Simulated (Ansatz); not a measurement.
## Al2Cu, first-principles data

Al2Cu:
```xyz
3
Lattice="4.0422 0.0000 0.0000 0.0000 4.0422 0.0000 0.0000 0.0000 2.8217" Properties=species:S:1:pos:R:3 pbc="T T T"
Al     2.0211     0.0000     1.4108
Al     0.0000     2.0211     1.4108
Cu     0.0000     0.0000     0.0000
```

Space group P4/mmm (No. 123); conventional cell a = 4.0422 Å, b = 4.0422 Å, c = 2.8217 Å, α = 90.00°, β = 90.00°, γ = 90.00°.

Method: LDA (plane waves, PAW; program Ansatz). Geometry: relaxed at this level of theory. Other levels are named where they apply.

Cell and energy:

```json
{
 "volume_per_atom": "15.37 Å³",
 "density": "4.23 g/cm³",
 "Formation energy from the elements (no fitted shifts)": "-0.052 eV/atom"
}
```

Electronic structure:

```json
{
  "electronic_character": "metallic (no gap)",
  "Density of states at the Fermi level": "0.28 states/eV per atom (mean over ±0.08 eV)"
}
```

Mechanics:

```json
{
  "Bulk modulus (Birch–Murnaghan fit)": "105 GPa",
  "Pressure derivative B′": "4.7",
  "Elastic constants (relaxed ions, GPa)": "C11 = 221, C12 = 22.1, C13 = 70.6, C33 = 178, C44 = 56.1, C66 = 47.7",
  "mechanical_stability": "stable (all eigenvalues of C positive)",
  "hill_bulk_and_shear_moduli": "105 and 60.5 GPa",
  "Young's modulus": "152 GPa",
  "Poisson's ratio": "0.26",
  "debye_temperature_from_the_elastic_constants": "503 K"
}
```

Phonons:

```json
{
 "highest_zone_centre_frequency": "359 cm⁻¹",
 "zone_centre_stability": "no imaginary mode at Γ"
}
```

The first step of the workflow began from a Materials Project structure, measured or hypothetical; the Crystallography Open Database copy checked does not list it. It is not the phase usual at ambient conditions (space group No. 140). The LDA relaxation kept the symmetry of its start. No spin polarisation was allowed. As this level gives no gap, shear constants depend on the k-mesh and smearing (Fermi–Dirac, 0.1 eV here). As this level gives no gap, phonon frequencies hold no LO–TO term and depend on the k-mesh and smearing (Fermi–Dirac, 0.1 eV here). Axis ratios of metals converge slowly with the k-mesh, so a and c are less sure than the volume. The references are the lowest solids computed at this level, not always the standard phases.

Potentials: the later of the program's two PAW sets.
